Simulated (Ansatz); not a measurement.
Level of theory: DFT PBE, scalar-relativistic, plane waves, PAW, and for the lanthanide a 4f-in-core norm-conserving potential, in Ansatz 0.2.0. Settings: cutoff 690 eV, Γ-centred meshes spaced at most about 0.3 Å⁻¹, and about 0.25 Å⁻¹ or finer for metals (2π included), Gaussian smearing. No spin polarisation in the final relaxations.

All energies are static (0 K, no zero-point motion). All come from trial cells, and lower structures may exist.

Task: Order these relaxed structures of Tb₃Si₂F by energy, lowest first, with the energy over the lowest of them.
1.

```
CELL_PARAMETERS angstrom
7.20565 0.00000 0.00000
-3.60282 6.24027 0.00000
0.00000 0.00000 3.94339
ATOMIC_POSITIONS crystal
Tb 0.50000 0.00000 0.00000
Tb 0.00000 0.50000 0.00000
Tb 0.50000 0.50000 0.00000
Si 0.33333 0.66667 0.50000
Si 0.66667 0.33333 0.50000
F 0.00000 0.00000 0.00000
```

2.

```
CELL_PARAMETERS angstrom
4.72716 0.00000 0.00000
-2.36358 4.09384 0.00000
0.00000 0.00000 10.82612
ATOMIC_POSITIONS crystal
Tb 0.00000 0.00000 0.19880
Tb 0.00000 0.00000 0.80120
Tb 0.00000 0.00000 0.50000
Si 0.33333 0.66667 0.50000
Si 0.66667 0.33333 0.50000
F 0.00000 0.00000 0.00000
```

3.

```
CELL_PARAMETERS angstrom
7.46510 0.00000 0.00000
-3.73255 6.46497 0.00000
0.00000 0.00000 3.77868
ATOMIC_POSITIONS crystal
Tb 0.50000 0.00000 0.50000
Tb 0.00000 0.50000 0.50000
Tb 0.50000 0.50000 0.50000
Si 0.66667 0.33333 0.00000
Si 0.33333 0.66667 0.00000
F 0.00000 0.00000 0.00000
```

4.

```
CELL_PARAMETERS angstrom
5.95713 0.00000 0.00000
-2.97857 5.15903 0.00000
0.00000 0.00000 6.24054
ATOMIC_POSITIONS crystal
Tb 0.50000 0.00000 0.50000
Tb 0.00000 0.50000 0.50000
Tb 0.50000 0.50000 0.50000
Si 0.00000 0.00000 0.70082
Si 0.00000 0.00000 0.29918
F 0.00000 0.00000 0.00000
```

Result: 1 (0 meV/atom), 3 (133 meV/atom), 2 (655 meV/atom), 4 (727 meV/atom). Forms: 1 P6/mmm; 3 P6/mmm; 2 P6/mmm; 4 P6/mmm. Cell 4 holds Si–Si pairs (shortest 2.51 Å) (bonds between like non-metal atoms; other contacts aren't counted).

Cells relaxed within their symmetry can be saddle points. Some candidate types were left out of the draw beforehand, so a known form may be missing.

The lanthanide is trivalent by construction, without f bands, f moments or other valences.
